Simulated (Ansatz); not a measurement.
Here is the system:

LuTe:
```
CELL_PARAMETERS angstrom
      0.00000     2.97484     2.97484
      2.97484     0.00000     2.97484
      2.97484     2.97484     0.00000
ATOMIC_POSITIONS crystal
  Te 0.50000 0.50000 0.50000
  Lu 0.00000 0.00000 0.00000
```

This is the PBEsol-relaxed structure.

### Question
All from PBEsol (plane waves, PAW; program Ansatz), unless another level is named. Give the electronic character.

### Answer
metallic (no gap).

### Question
Next, the formation energy from the elements (no fitted shifts)?

### Answer
-1.11 eV/atom.

### Question
And the density of states at the Fermi level?

### Answer
0.56 states/eV per atom (mean over ±0.08 eV).

### Question
Next, the gap with spin–orbit coupling?

### Answer
none (metallic).

Space group Fm-3m (rock salt). The workflow started from an entry of the Crystallography Open Database (COD). Whether it is the stable phase at ambient conditions was not checked. The PBEsol relaxation kept the symmetry of its start; its stability against distortions is not shown here. With an odd number of electrons in the cell and no spin polarisation, the count alone makes it a metal. The references are the lowest solids computed at this level, not always the standard phases. Spin–orbit coupling is left out wherever it is not named.

Potentials: the later of the program's two PAW sets.
